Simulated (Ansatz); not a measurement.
SrO:
Space group Fm-3m (No. 225); a = b = c = 5.123 Å, α = β = γ = 90.00°

```tsv
atom	site	symmetry	x	y	z
Sr	4b	m-3m	0.5000	0.5000	0.5000
O	4a	m-3m	0.0000	0.0000	0.0000
```
(The calculation used a cell of 2 atoms; values per cell refer to that cell.)

Relaxed with PBEsol. Independent-particle spectrum: no excitons, no local fields, no scissors shift; 0.1 eV broadening; ε₁ of the summed bands alone.

Problem. Tabulate the dielectric function from the program Ansatz at the PBEsol level (PAW).

Solution. 

```tsv
E (eV)	ε₁ xx	ε₂ xx
0.0	3.95	0.00
0.4	3.96	0.00
0.8	3.99	0.00
1.2	4.04	0.00
1.6	4.11	0.00
2.0	4.22	0.00
2.4	4.38	0.00
2.8	4.64	0.00
3.2	5.28	0.06
3.6	5.38	1.02
4.0	5.38	1.48
4.4	5.05	1.93
4.8	4.81	2.18
5.2	4.61	2.39
5.6	4.47	2.62
6.0	4.17	2.95
6.4	4.03	2.92
6.8	3.90	3.16
7.2	3.85	3.59
7.6	2.92	3.86
8.0	2.47	3.98
8.4	1.93	2.87
8.8	2.84	2.60
9.2	4.24	5.23
9.6	0.13	5.21
10.0	0.20	3.58
10.4	0.16	3.81
10.8	-0.29	2.70
11.2	-0.33	2.27
11.6	-0.36	1.82
12.0	-0.14	1.35
```

Problem. From ε at 4.7 eV (xx: 4.86 + 2.12i), find n, k, the normal reflectivity and the absorption coefficient.

Solution. n = 2.25, k = 0.470, R = 17 %, α = 2kE/ħc = 220000 cm⁻¹.

With all bands, ε∞ without local fields is 4.05. DFPT, with local fields, gives 3.87.

The PBEsol relaxation kept the symmetry of its start. Scalar-relativistic: spin–orbit coupling is off unless named, which matters more the heavier the elements.

Potentials: the earlier of the program's two PAW sets. The files were generated under PBE; for other functionals the program regenerates the frozen cores, and for LDA and PBEsol the local potential too.
